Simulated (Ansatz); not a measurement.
**What a change of settings does: Cr (hcp type)**

First run: DFT, PBEsol, all-electron LAPW, scalar-relativistic (Ansatz 0.2.0).

Command: `ansatz run input.yaml --threads 1 --pin off --max-ram 3072MiB --backend cpu --events-out ev --progress --plain --runs-dir out` It took 100 s on 1 thread of Arm Neoverse V1, on a shared host, peak memory 0.88 GiB.

```yaml
crystal:
  lattice:
    - [2.2518151514, 0.0, 0.0]
    - [-1.1259075757, 1.9501291258, 0.0]
    - [0.0, 0.0, 3.9265996446]
  atoms:
    - { symbol: Cr, position: [0.3333333333, 0.6666666667, 0.25], spin: 2.0 }
    - { symbol: Cr, position: [0.6666666667, 0.3333333333, 0.75], spin: 2.0 }
magnetization:
  spin_polarized: true
kpoints:
  mp_grid: { grid: [19, 19, 10] }
scf:
  occupations: { method: fermi_dirac, width: 0.1 }
hamiltonian:
  xc: pbesol
  pseudopotentials: { kind: all_electron, lapw: { basis_error: 0.001 } }
output:
  forces: true
  stress: true
  eigenvalues: true
  populations: true
```

The cell comes from a relaxation on PAW files under the same functional, begun from a prototype that needn't be the stable phase.

This run: volume at 0.75 of the series' base cell.

It converges in 10 SCF iterations at a pressure of 130.2 GPa, cell moment 0.00 μB.

A second input differs as follows:

```diff
   occupations: { method: fermi_dirac, width: 0.1 }
+  max_iter: 100
 hamiltonian:
   xc: pbesol
-  pseudopotentials: { kind: all_electron, lapw: { basis_error: 0.001 } }
+  pseudopotential: { kind: all_electron, lapw: { basis_error: 0.001 } }
 output:
```

Q: What is wrong with it, and what does the program do?

A: The change was made to test a misspelt key. The run is refused before any iteration. The log ends:
```
Error: YAML parse error: error: line 18 column 3: unknown field `pseudopotential`, expected one of xc, dispersion, noncollinear_xc, pseudopotentials, hubbard, deformation_potential_offset, integrals
  --> <input>:18:3
   |
16 | hamiltonian:
17 |   xc: pbesol
18 |   pseudopotential: { kind: all_electron, lapw: { basis_error: 0.001…
   |   ^ unknown field `pseudopotential`, expected one of xc, dispersion, noncollinear_xc, pseudopotentials, hubbard, deformation_potential_offset, integrals
19 | output:
20 |   forces: true
   |
```
